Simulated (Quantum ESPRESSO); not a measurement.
Field gradients of Sr2TiSnO6 from the PAW reconstruction of the field gradient on a scalar-relativistic PBE ground state (a modified build of Quantum ESPRESSO, JTH datasets). The input of pw.x:

```
&CONTROL
  calculation = 'scf'
  prefix = 'x'
  pseudo_dir = './pseudo'
  outdir = './out'
  tprnfor = .true.
/
&SYSTEM
  ibrav = 0
  nat = 10
  ntyp = 4
  ecutwfc = 45
  ecutrho = 180
  occupations = 'fixed'
  nbnd = 45
/
&ELECTRONS
  conv_thr = 1e-11
/
ATOMIC_SPECIES
Sr 87.620 Sr.GGA_PBE-JTH.UPF
Ti 47.867 Ti.GGA_PBE-JTH.UPF
Sn 118.710 Sn.GGA_PBE-JTH.UPF
O 15.999 O.GGA_PBE-JTH.UPF
CELL_PARAMETERS angstrom
    0.000000000000     4.029270000000     4.029270000000
    4.029270000000     0.000000000000     4.029270000000
    4.029270000000     4.029270000000     0.000000000000
ATOMIC_POSITIONS crystal
Sr     0.250000000000     0.250000000000     0.250000000000
Sr     0.750000000000     0.750000000000     0.750000000000
Ti     0.500000000000     0.500000000000     0.500000000000
Sn     0.000000000000     0.000000000000     0.000000000000
O      0.744110000000     0.255890000000     0.255890000000
O      0.255890000000     0.744110000000     0.744110000000
O      0.255890000000     0.744110000000     0.255890000000
O      0.744110000000     0.255890000000     0.744110000000
O      0.255890000000     0.255890000000     0.744110000000
O      0.744110000000     0.744110000000     0.255890000000
K_POINTS automatic
5 5 5 0 0 0
```
The cell comes from the Materials Project (a computed structure). It is Sr2TiSnO6 in Fm-3m; whether this form has been observed was not checked. Stability against distortions was not tested. The run has no spin polarisation.

Vzz is the sum of three terms, each taken along its main axis: the smooth valence density, the ions (nucleus and frozen core) with the augmentation charges of all other spheres, and the all-electron minus smooth density in the atom's own sphere. The split hangs on the datasets.  Cores are frozen. Against all-electron runs on small test molecules, this scheme's |Vzz| missed by −2 to +6 % on O.

```
site                         smooth valence density  ions and other spheres  own sphere  Vzz (a.u.)
---------------------------  ----------------------  ----------------------  ----------  ----------
O (atoms 5, 6, 7, 8, 9, 10)                  -0.248                   0.404         [?]         [?]
```

Task: Complete the blanks.

Result: 
- O (atoms 5, 6, 7, 8, 9, 10), own sphere: 0.441
- O (atoms 5, 6, 7, 8, 9, 10), Vzz (a.u.): 0.597
